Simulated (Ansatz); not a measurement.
# Computed properties of BiB

BiB:
```yaml
crystal:
  lattice:
    - [0.00000, 2.70518, 2.70518]
    - [2.70518, 0.00000, 2.70518]
    - [2.70518, 2.70518, 0.00000]
  atoms:
    - { symbol: Bi, position: [0.75000, 0.75000, 0.75000] }
    - { symbol: B, position: [0.00000, 0.00000, 0.00000] }
```

Space group F-43m (No. 216), zinc blende; conventional cell a = 5.4104 Å, b = 5.4104 Å, c = 5.4104 Å, α = 90.00°, β = 90.00°, γ = 90.00°.

Method: the program Ansatz at the LDA level (PAW). The cell and atoms are relaxed at this level. Other levels are named where they apply.

Cell and energy:

| Item | Result |
|---|---|
| Volume per atom | 19.80 Å³ |
| Density | 9.22 g/cm³ |
| Formation energy from the elements (no fitted shifts) | 78 kJ/mol-atom |

Electronic structure:

| Item | Value |
|---|---|
| Band gap | 0.58 eV (indirect) |
| Valence-band maximum | at Γ |
| Conduction-band minimum | at L (4 equivalent valleys) |
| Smallest direct gap on the standard path | 0.66 eV |
| Electron effective mass | 0.12, 0.12, 2.6 mₑ (principal values) |
| Weight of the conduction-edge state by species (Voronoi cells) | B 62 %, Bi 38 % |
| Hole effective mass, band 1 of 3 at the edge | 0.22 along [100], 1.5 along [110], 0.51 along [111] (mₑ) |
| Hole effective mass, band 2 of 3 at the edge | 0.22 along [100], 0.22 along [110], 0.51 along [111] (mₑ) |
| Hole effective mass, band 3 of 3 at the edge | 0.048 along [100], 0.041 along [110], 0.039 along [111] (mₑ) |
| Weight of the valence-edge state by species (Voronoi cells) | B 70 %, Bi 30 % |

Mechanics:

| Quantity | Value |
|---|---|
| Bulk modulus (Birch–Murnaghan fit) | 87.0 GPa |
| Pressure derivative B′ | 4.5 |
| Elastic constants (relaxed ions, GPa) | C11 = 153, C12 = 54.1, C44 = 82.6 |
| Mechanical stability | stable (all eigenvalues of C positive) |
| Hill bulk and shear moduli | 87.1 and 67.2 GPa |
| Young's modulus | 160 GPa |
| Poisson's ratio | 0.19 |
| Debye temperature from the elastic constants | 328 K |
| Piezoelectric stress constants (proper, relaxed ions, C/m²) | e14 = e25 = e36 = 0.14 |

Phonons:

| Quantity | Result |
|---|---|
| Highest zone-centre frequency (without LO–TO term) | 16.18 THz |
| Zone-centre stability | no imaginary mode at Γ |

The cell is a constructed one: a structure type filled with these elements; neither database checked (COD, Materials Project) lists it. Whether it is the stable phase at ambient conditions was not checked. The LDA relaxation kept the symmetry of its start. The references are the lowest solids computed at this level, not always the standard phases. Spin–orbit coupling is left out wherever it is not named.

Potentials: the later of the program's two PAW sets.
